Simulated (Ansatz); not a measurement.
AlOs (CsCl type, Pm-3m) under volume change, LDA (plane waves, PAW; program Ansatz), scaled uniformly.

```json
[
 {"V (Å³/atom)": "11.953", "E − E(relaxed) (meV/atom)": "103.5", "P (GPa)": "30.53"},
 {"V (Å³/atom)": "12.347", "E − E(relaxed) (meV/atom)": "43.4", "P (GPa)": "18.66"},
 {"V (Å³/atom)": "12.741", "E − E(relaxed) (meV/atom)": "10.3", "P (GPa)": "8.57"},
 {"V (Å³/atom)": "13.135", "E − E(relaxed) (meV/atom)": "0.0", "P (GPa)": "0.00"},
 {"V (Å³/atom)": "13.529", "E − E(relaxed) (meV/atom)": "9.2", "P (GPa)": "-7.29"},
 {"V (Å³/atom)": "13.923", "E − E(relaxed) (meV/atom)": "35.0", "P (GPa)": "-13.48"},
 {"V (Å³/atom)": "14.317", "E − E(relaxed) (meV/atom)": "74.8", "P (GPa)": "-18.74"}
]
```

What does a third-order Birch–Murnaghan fit give for V₀, B₀ and B′?

V₀ = 13.14 Å³/atom, B₀ = 263 GPa, B′ = 4.4.

The first step of the workflow began from a Materials Project structure, measured or hypothetical; the Crystallography Open Database copy checked does not list it. With Al and Os taken as one species the cell has the higher symmetry Im-3m, so it may be an ordered model of a mixed-site phase. Whether it is the stable phase at ambient conditions was not checked. The cell was relaxed with LDA under the symmetry of its start; of distortions, only those at the zone centre were tested. The run is not spin-polarised. Spin–orbit coupling is left out wherever it is not named.

Potentials: the later of the program's two PAW sets.
